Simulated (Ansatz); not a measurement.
CeO₂ (fluorite, Fm-3m) at seven volumes, PBE (plane waves, PAW; program Ansatz), scaled uniformly. One row is withheld.

| V (Å³/atom) | P (GPa) |
|---|---|
| 12.375 | 20.16 |
| 12.783 | 12.31 |
| 13.191 | 5.65 |
| 13.599 | -0.01 |
| 14.007 | ? |
| 14.415 | -8.87 |
| 14.823 | -12.32 |

### Question
Fit the shown pressures and predict the withheld one.

### Answer
Third-order Birch–Murnaghan: P = (3/2)B₀(x^(7/2) − x^(5/2))[1 + (3/4)(B′ − 4)(x − 1)] with x = (V₀/V)^(2/3). Least squares on the six rows gives V₀ = 13.599 Å³/atom, B₀ = 173.2 GPa, B′ = 4.46. At V = 14.007, x = 0.9805 and P = -4.79 GPa. The run itself gave -4.80 GPa.

Symmetry was held in the PBE relaxation. No spin polarisation was allowed. The 4f shell is in the valence. No Hubbard U is applied. Spin–orbit coupling is left out wherever it is not named.

Potentials: the earlier of the program's two PAW sets.
